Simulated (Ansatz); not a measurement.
### Question
Each is relaxed and computed with plane-wave PAW r²SCAN (Ansatz code). Which is the only metal?
A) SiGeC2, P-4m2 (Ge on 1c, Si on 1a, C on 2g)
B) Ti3GeC2, P6_3/mmc (Ti on 4f, Ti on 2a, Ge on 2b, C on 4f)
C) ZrTiO4, Pbcn (Zr on 4c, Ti on 4c, O on 8d, O on 8d)
D) WS2, P6_3/mmc (W on 2c, S on 4f)

### Answer
B, Ti3GeC2, P6_3/mmc (Ti on 4f, Ti on 2a, Ge on 2b, C on 4f). Ti3GeC2: metal; SiGeC2: gap 1.80 eV (indirect); ZrTiO4: gap 3.59 eV (indirect); WS2: gap 1.37 eV (indirect). Typed or built starts, not in the databases checked: SiGeC2, P-4m2 (Ge on 1c, Si on 1a, C on 2g); ZrTiO4, Pbcn (Zr on 4c, Ti on 4c, O on 8d, O on 8d). Standing as an ambient phase not checked: Ti3GeC2, P6_3/mmc (Ti on 4f, Ti on 2a, Ge on 2b, C on 4f). Began spin-polarised and lost the moments: ZrTiO4, Pbcn (Zr on 4c, Ti on 4c, O on 8d, O on 8d). Weakly bound layers, chains or molecules computed without a dispersion correction, so cells and soft constants are ill determined: WS2, P6_3/mmc (W on 2c, S on 4f). All cells were relaxed under the symmetry of their starts (and spin orders); stability against distortions was not tested throughout. Rows with no word on spin ran without spin polarisation. Scalar-relativistic: spin–orbit coupling is off unless named, which matters more the heavier the elements.

Potentials: the later of the program's two PAW sets.
